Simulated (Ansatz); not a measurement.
CoO (NiAs type, P6_3/mmc) under volume change, plane-wave PAW PBEsol (Ansatz code), shape and atoms relaxed at each volume.

| V (Å³/atom) | E − E(relaxed) (meV/atom) | P (GPa) |
|---|---|---|
| 7.962 | 54.4 | 24.11 |
| 8.224 | 22.8 | 14.73 |
| 8.487 | 5.4 | 6.76 |
| 8.749 | 0.0 | 0.00 |
| 9.012 | 4.9 | -5.79 |
| 9.274 | 18.5 | -10.74 |
| 9.537 | 39.7 | -14.96 |

Task: What does a third-order Birch–Murnaghan fit give for V₀, B₀ and B′?

Result: V₀ = 8.75 Å³/atom, B₀ = 209 GPa, B′ = 4.3.

The start of the workflow was typed in or built on a structure type; neither database checked (COD, Materials Project) lists it. It is not the phase usual at ambient conditions (space group No. 225). The PBEsol relaxation kept the symmetry of its start, as lowered by the spin order; its stability against distortions is not shown here. Magnetic state: antiferromagnetic, chosen from 5 collinear starts compared on coarse meshes (ties went to the first, and starts can fall back to one state), not a proven ground state. No Hubbard U is applied.

Potentials: the later of the program's two PAW sets.
